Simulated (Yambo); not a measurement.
## Optical response of CaHI

```
CELL_PARAMETERS angstrom
      3.97972     0.00000     0.00000
      0.00000     3.97972     0.00000
      0.00000     0.00000     8.59086
ATOMIC_POSITIONS crystal
  H  0.50000 0.50000 0.00000
  H  0.00000 0.00000 0.00000
  Ca 0.00000 0.50000 0.13827
  Ca 0.50000 0.00000 0.86173
  I  0.00000 0.50000 0.67974
  I  0.50000 0.00000 0.32026
```

Yambo, RPA with local fields on PBEsol bands; 4×4×2 mesh, 214 bands, 3 Ry local-field block, 0.2 eV broadening; field along z.

```csv
E (eV),Im ε,Re ε,"Im ε, independent particles"
0.0,0.00,4.49,0.00
0.4,0.02,4.51,0.02
0.8,0.03,4.56,0.05
1.1,0.05,4.64,0.07
1.5,0.08,4.76,0.11
1.9,0.12,4.94,0.16
2.2,0.17,5.20,0.23
2.6,0.26,5.58,0.35
3.0,0.45,6.18,0.62
3.4,1.09,7.23,1.54
3.8,2.86,7.46,4.22
4.1,4.16,7.23,5.99
4.5,8.69,6.02,11.8
4.9,5.50,2.23,6.82
5.2,4.80,1.56,5.93
5.6,4.18,2.07,5.18
6.0,3.49,1.79,4.17
6.4,3.82,1.84,4.73
6.8,3.61,1.00,3.98
7.1,3.39,1.06,3.50
7.5,2.88,0.78,2.90
7.9,2.69,1.11,3.13
8.2,2.37,0.91,3.05
8.6,2.25,1.37,3.45
9.0,2.63,1.56,4.12
9.4,3.46,1.48,5.30
9.8,3.31,0.45,4.51
10.1,2.84,0.18,3.46
10.5,2.49,-0.12,2.55
10.9,2.05,0.26,2.42
11.2,2.53,-0.10,2.54
11.6,1.98,-0.45,1.76
12.0,1.63,-0.21,1.53
12.4,1.50,-0.22,1.27
12.8,1.37,-0.13,1.21
13.1,1.35,-0.13,1.12
13.5,1.25,-0.08,0.94
13.9,1.15,-0.23,0.75
14.2,0.89,-0.25,0.58
14.6,0.77,-0.18,0.48
15.0,0.53,-0.05,0.39
15.4,0.53,0.18,0.51
15.8,0.54,0.18,0.48
16.1,0.45,0.23,0.36
16.5,0.45,0.33,0.30
16.9,0.48,0.40,0.38
17.2,0.40,0.37,0.32
17.6,0.36,0.41,0.29
18.0,0.37,0.53,0.34
18.4,0.39,0.53,0.26
18.8,0.38,0.49,0.22
19.1,0.34,0.57,0.24
19.5,0.32,0.60,0.22
19.9,0.31,0.66,0.23
```

Peak heights and small wiggles depend on the k mesh. Convergence of the RPA response with its 4×4×2 mesh was not tested. No excitonic effects at this level.

Spin-orbit coupling is included.

Geometry relaxed with PBE+D3(BJ).
